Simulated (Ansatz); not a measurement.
ZrHg (space group P4/mmm)

```xyz
2
Lattice="3.1097 0.0000 0.0000 0.0000 3.1097 0.0000 0.0000 0.0000 4.2350" Properties=species:S:1:pos:R:3 pbc="T T T"
Zr     1.5549     1.5549     2.1175
Hg     0.0000     0.0000     0.0000
```

Two coordinates are scanned: the volume, and the ratio of the stretch along z (the conventional c axis) to the stretch across it. Atoms keep their fractional coordinates.

Computed with PBEsol (plane waves to 420 eV, PAW, scalar-relativistic; Ansatz, a first-principles code). k mesh 15×15×11 (Γ-centred), Fermi-Dirac smearing 0.05 eV. Compression counts positive. With partly filled bands, the response to shear is sensitive to the k mesh, so small differences along c/a are uncertain. Spin-orbit coupling is left out, though Hg is heavy. ZrHg is run without spin polarisation. ZrHg was relaxed with its symmetry unable to fall. 

Q: Estimate the σzz − σxx (GPa) for all points of the grid V/V₀ = 0.960, 0.973, 0.987, 1.000, 1.013, 1.027, 1.040 by (c/a)/(c/a)₀ = 0.920, 0.947, 0.973, 1.000, 1.027, 1.053, 1.080.

A: σzz − σxx (GPa), with V/V₀ across and (c/a)/(c/a)₀ down:

```csv
(c/a)/(c/a)₀ \ V/V₀,0.960,0.973,0.987,1.000,1.013,1.027,1.040
0.920,4.3,4.0,3.6,3.3,3.0,2.8,2.5
0.947,3.5,3.2,2.9,2.6,2.4,2.2,1.9
0.973,2.1,1.8,1.6,1.3,1.1,0.9,0.8
1.000,0.6,0.4,0.2,0.0,-0.2,-0.3,-0.5
1.027,-1.4,-1.5,-1.6,-1.7,-1.8,-1.9,-2.0
1.053,-3.6,-3.6,-3.7,-3.7,-3.7,-3.7,-3.7
1.080,-5.6,-5.6,-5.5,-5.5,-5.5,-5.4,-5.3
```

(A scan under strain: stresses follow from slopes of the energy per volume, elastic moduli from its curvatures.)
